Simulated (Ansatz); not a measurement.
Simulated powder pattern, Cu Kα, λ = 1.54184 Å (kinematic, ideal powder, no thermal factors, no anomalous dispersion; the 30 strongest lines at most, above 1 %, up to 2θ = 90°):

| 2θ (°) | I/Imax (%) |
|---|---|
| 26.95 | 100 |
| 41.62 | 16 |
| 43.91 | 5.3 |
| 50.28 | 16 |
| 55.55 | 7.2 |
| 59.78 | 1.2 |
| 71.74 | 4.2 |
| 75.95 | 7.0 |
| 82.28 | 11 |
| 88.69 | 1.5 |

The pattern belongs to a structure relaxed with the program Ansatz at the PBE+D3(BJ) level (PAW).

Which compound is it?
(A) Nb, bcc (W type)
(B) Ge, diamond
(C) BN, P6_3/mmc (B on 2d, N on 2c)
(D) ZnSnN2, R-3m (Sn on 3a, Zn on 3b, N on 6c)

C, BN, P6_3/mmc (B on 2d, N on 2c)

Give the lattice parameters.

a = 2.506 Å, c = 6.618 Å.

The PBE+D3(BJ) relaxation kept the symmetry of its start.

Potentials: the earlier of the program's two PAW sets.
